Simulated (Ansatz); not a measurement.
A relaxed cell of Sc2GeSe is given with its symmetry left out. The cell was found from a structure generator's guess, not taken from experiment.

Method: Ansatz 0.2.0, DFT PBE, scalar-relativistic, plane waves, PAW. Cutoff 420 eV, Γ-centred mesh, Gaussian smearing, no spin polarisation.

```xyz
4
Lattice="5.0365 0.0000 0.0000 0.0000 5.1571 0.0000 0.0000 0.0000 5.2882" Properties=species:S:1:pos:R:3 pbc="T T T"
Sc    0.0000    0.0000    0.0000
Sc    2.5183    2.5786    0.0000
Ge    0.0000    0.0000    2.6441
Se    0.0000    2.5786    0.0000
```

The zero of energy is the elements' standard structures at the same level; no fitted shifts are applied.

(1) What space group does it have?

(2) What is its formation energy per atom?

(3) Is it a metal?

Results:

(1) Pmmm (No. 47). Conventional cell: a = 5.037 Å, b = 5.157 Å, c = 5.288 Å. Sc on its first site is surrounded by 2 Se at 2.58 Å and 2 Ge at 2.64 Å; around Sc on its second site lie 2 Se at 2.52 Å; Ge is surrounded by 2 Sc at 2.64 Å; Se is surrounded by 4 Sc at 2.52–2.58 Å.

(2) +0.06 eV/atom. The separate elements lie lower, so it is unstable against them.

(3) Yes, bands cross the Fermi level on the 10×10×10 mesh.

The last run used a 10×10×10 mesh for its 4-atom cell and Gaussian smearing of 0.10 eV. The reference form of Se is held partly by dispersion forces, which this level lacks. A structure relaxed within its symmetry needn't be a true minimum. Another cell of Sc2GeSe relaxed alike, in P4/mmm, lies 1.30 eV/atom lower, so this cell isn't the stable form at this level.
